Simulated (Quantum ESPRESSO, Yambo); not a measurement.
**CuCl at -3 % isotropic strain: DFT and GW levels**

```cif
data_ClCu
_chemical_formula_sum 'Cl1 Cu1'
_space_group_name_H-M_alt 'P 1'
_space_group_IT_number 1
_cell_length_a 3.62766
_cell_length_b 3.62766
_cell_length_c 3.62766
_cell_angle_alpha 60.000
_cell_angle_beta 60.000
_cell_angle_gamma 60.000
loop_
_space_group_symop_operation_xyz
  'x, y, z'
loop_
_atom_site_label
_atom_site_type_symbol
_atom_site_fract_x
_atom_site_fract_y
_atom_site_fract_z
_atom_site_occupancy
Cl1 Cl 0.00000 0.00000 0.00000 1
Cu1 Cu 0.25000 0.25000 0.25000 1
```

The PBEsol cell relaxed from Materials Project entry mp-22914 was given an isotropic strain of -3 % on all lattice vectors, and the atoms were relaxed again.

Starting point: norm-conserving PBEsol (Quantum ESPRESSO, 92 Ry, no spin-orbit coupling). G0W0 in Yambo: 4×4×4 Γ-centred k mesh, bands 5 to 92 and a 10 Ry block in the screening, 92 bands in G with the Bruneval-Gonze terminator, plasmon pole fitted at 27.2 eV.

- PBEsol gap along the band path: 0.75 eV
- PBEsol gap between the mesh's edge points (Γ → Γ): 0.75 eV
- G0W0 gap between the same points: 1.88 eV

```json
[
 {"k point": "Γ", "band": "VB", "E PBEsol (eV)": "0.00", "E QP (eV)": "-0.81", "shift (eV)": "-0.81", "Z": "0.76"},
 {"k point": "Γ", "band": "CB", "E PBEsol (eV)": "0.75", "E QP (eV)": "1.08", "shift (eV)": "0.33", "Z": "0.82"},
 {"k point": "L", "band": "VB", "E PBEsol (eV)": "-0.81", "E QP (eV)": "-1.68", "shift (eV)": "-0.86", "Z": "0.75"},
 {"k point": "L", "band": "CB", "E PBEsol (eV)": "3.03", "E QP (eV)": "3.52", "shift (eV)": "0.50", "Z": "0.82"},
 {"k point": "L", "band": "VB", "E PBEsol (eV)": "-0.81", "E QP (eV)": "-1.68", "shift (eV)": "-0.86", "Z": "0.75"},
 {"k point": "L", "band": "CB", "E PBEsol (eV)": "3.03", "E QP (eV)": "3.52", "shift (eV)": "0.50", "Z": "0.82"}
]
```

Energies count from the PBEsol valence-band maximum.

Convergence of the G0W0 settings was not tested.

The filled Cu 3d shell has no Hubbard U; semilocal functionals place it too high.
